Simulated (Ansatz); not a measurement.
NaTlO:
```yaml
crystal:
  lattice:
    - [3.48563, 0.00000, 0.00000]
    - [-1.74281, 3.01864, 0.00000]
    - [0.00000, 0.00000, 11.43008]
  atoms:
    - { symbol: Na, position: [0.66667, 0.33333, 0.89413] }
    - { symbol: Na, position: [0.33333, 0.66667, 0.39413] }
    - { symbol: Tl, position: [0.33333, 0.66667, 0.11519] }
    - { symbol: Tl, position: [0.66667, 0.33333, 0.61519] }
    - { symbol: O, position: [0.00000, 0.00000, 0.99069] }
    - { symbol: O, position: [0.00000, 0.00000, 0.49069] }
```

Plane-wave PAW r²SCAN (Ansatz code) gives a gap of 1.35 eV without spin–orbit coupling, maximum at H, minimum at Γ.

Question: What happens when spin–orbit coupling is switched on?

Answer: The gap shrinks by 0.06 eV, to 1.29 eV; maximum on the M–K line, 88 % of the way from M, minimum at Γ.

Space group P6_3mc. The first step of the workflow began from a Materials Project structure, measured or hypothetical; the Crystallography Open Database copy checked does not list it. Its standing as an ambient phase is unchecked. The r²SCAN relaxation kept the symmetry of its start; its stability against distortions is not shown here.

Potentials: the later of the program's two PAW sets.
